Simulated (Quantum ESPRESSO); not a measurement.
# Mg2CaZnO4: a curve over strain

Simulated, not a measurement. The program is pw.x of Quantum ESPRESSO 7.5 (plane-wave density functional theory). The cell is made up: 8 atoms on a rocksalt lattice, with randomly drawn elements, strain and displacements, not relaxed. PseudoDojo standard norm-conserving files (v0.5 for PBE, v0.4.1 for LDA and PBEsol) set the functional; there is no spin polarisation, spin-orbit coupling or dispersion term, and the masses in the input are unused placeholders.

Seven runs add a strain to one cell (along z); the atoms follow the cell and are not relaxed. Stress in the table is positive in tension.

Input of the run at -0.0009:

```
&control calculation='scf', pseudo_dir='./dojo.nc.sr.pbe.v0_5.standard.upf', outdir='./o', disk_io='low', tprnfor=.true., tstress=.true. /
&system ibrav=0, nat=8, ntyp=4, nbnd=43, ecutwfc=84.00895049, nosym=.true., tot_charge=0,
 occupations='smearing', smearing='fd', degauss=0.0018374661
/
&electrons conv_thr=7.350e-09, electron_maxstep=60, /
ATOMIC_SPECIES
Ca 1.0 Ca.upf
Mg 1.0 Mg.upf
O 1.0 O.upf
Zn 1.0 Zn.upf
CELL_PARAMETERS angstrom
4.3505 0.0 0.0
0.0 4.3505 0.0
0.0 0.0 4.3466
ATOMIC_POSITIONS angstrom
Mg 0.0143 -0.049 0.01
Mg -0.0292 2.2127 2.1466
Ca 2.1778 0.0103 2.1784
Zn 2.1859 2.1506 0.0036
O 2.1886 -0.027 0.0036
O 2.2158 2.1599 2.1945
O 4.3598 0.0558 2.1474
O 4.327 2.1781 -0.0456
K_POINTS automatic
4 4 4 1 1 1
```

| added strain | free energy less that of the input shown (eV) | stress xx (GPa) | stress yy (GPa) | stress zz (GPa) | stress xy (GPa) | pressure (GPa) | iterations |
| --- | --- | --- | --- | --- | --- | --- | --- |
| -0.0247 | 0.1882 | -14.13 | -13.44 | -20.01 | 0.02 | 15.86 | 12 |
| -0.0196 | 0.1383 | -13.54 | -12.85 | -17.88 | 0.02 | 14.76 | 12 |
| -0.0009 | 0.0000 | -11.47 | -10.83 | -11.03 | 0.02 | 11.11 | 12 |
| +0.0077 | -0.0428 | -10.58 | -9.96 | -8.33 | 0.02 | 9.62 | 12 |
| +0.0132 | -0.0643 | -10.02 | -9.41 | -6.73 | 0.02 | 8.72 | 12 |
| +0.0154 | -0.0716 | -9.80 | -9.20 | -6.12 | 0.02 | 8.37 | 12 |
| +0.0211 | -0.0874 | -9.25 | -8.65 | -4.61 | 0.02 | 7.50 | 12 |

A cubic fit gives a slope of stress zz against the added strain of 326 GPa at zero added strain, with the atoms clamped. Across the table the free energy follows the integral of the stress to within 1.3 meV. A rerun of one of the cells at 1437 eV and a 6 x 6 x 6 mesh moved values by no more than 0.002 eV in energy, 0.05 GPa in stress and 0.003 eV/Å in force.